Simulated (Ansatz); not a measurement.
# 4 guesses for Ca₃TeRu₂ and where they end

The calculation used DFT PBE, scalar-relativistic, plane waves, PAW (Ansatz). All cells share a 420 eV cutoff and Γ-centred k meshes spaced at most about 0.3 Å⁻¹ (about 0.25 or finer for metals, 2π included). No spin polarisation in the final relaxations.

Each guess was relaxed in cell and atoms at zero pressure, within the symmetry of its start. These are static total energies at zero pressure. Coordination counts Ca or Ru atoms around Te (for each partner element, those within 1.25 times its shortest distance or 1.15 times the sum of covalent radii, where it is the nearest in units of that sum or under 1.3; the shortest distance is added where it is long for a bond).

```json
{"guess": "1", "made from": "random cell", "start group": "P6/mmm", "V start (Å³/atom)": "22.3", "end group": "P6/mmm", "V end (Å³/atom)": "41.2", "coordination at the end": "Te 2", "gap on mesh (eV)": "0", "E over the lowest end (meV/atom)": "675"}
{"guess": "2", "made from": "LaCu3Ni2 type", "start group": "P6/mmm", "V start (Å³/atom)": "21.9", "end group": "?", "V end (Å³/atom)": "?", "coordination at the end": "?", "gap on mesh (eV)": "?", "E over the lowest end (meV/atom)": "?"}
{"guess": "3", "made from": "Zr2CuSb3 type", "start group": "P-4m2", "V start (Å³/atom)": "21.8", "end group": "P-4m2", "V end (Å³/atom)": "24.2", "coordination at the end": "Te 12", "gap on mesh (eV)": "0", "E over the lowest end (meV/atom)": "0"}
{"guess": "4", "made from": "random cell", "start group": "P-4m2", "V start (Å³/atom)": "23.9", "end group": "P-4m2", "V end (Å³/atom)": "35.2", "coordination at the end": "Te 10", "gap on mesh (eV)": "0", "E over the lowest end (meV/atom)": "451"}
```

Guess 2 as it starts:

```
Ca Te Ru
1.0
     5.72747    0.00000    0.00000
    -2.86373    4.96013    0.00000
     0.00000    0.00000    4.62695
Ca Te Ru
3 1 2
Cartesian
  2.8637 0.0000 2.3135
  -1.4319 2.4801 2.3135
  1.4319 2.4801 2.3135
  0.0000 0.0000 0.0000
  0.0000 3.3068 0.0000
  2.8637 1.6534 0.0000
```

Task: Fill in the missing row: what does this guess relax into, and where does it rank?

Result: It ends in space group P6/mmm (No. 191), with a = 6.229 Å, c = 4.373 Å, 24.5 Å³/atom and no gap. It lies 0.46 eV/atom over the lowest end, above guess 4 and below guess 1. Counting Ca or Ru atoms around Te, this end has Te 18 from 3.6 Å and the lowest (guess 3) has Te 12.

```xyz
6
Lattice="6.2289 0.0000 0.0000 -3.1145 5.3944 0.0000 0.0000 0.0000 4.3726" Properties=species:S:1:pos:R:3 pbc="T T T"
Ca    3.1145    0.0000    2.1863
Ca   -1.5572    2.6972    2.1863
Ca    1.5572    2.6972    2.1863
Te    0.0000    0.0000    0.0000
Ru    0.0000    3.5963    0.0000
Ru    3.1145    1.7981    0.0000
```

Formation energies are uncorrected and refer to the elements' standard structures at the same level.

Task: Is the lowest end bound against the elements?

Result: Too close to call: its formation energy is +0.01 eV/atom. The formation energy is too near zero to say whether this cell lies below the elements.

For metals, differences of a few meV/atom aren't resolved. Spin–orbit coupling, which can matter for Te, is left out. A magnetic state wasn't ruled out in cells without spin, among them P6/mmm at 24.5 Å³/atom, P6/mmm at 41.2 Å³/atom. The reference form of Te is held partly by dispersion forces, which this level lacks. Cells relaxed within their symmetry can be saddle points. A lower structure may well exist outside this small set. Some structure types and database cells were kept out of the candidates from the start, so a known form may be missing.
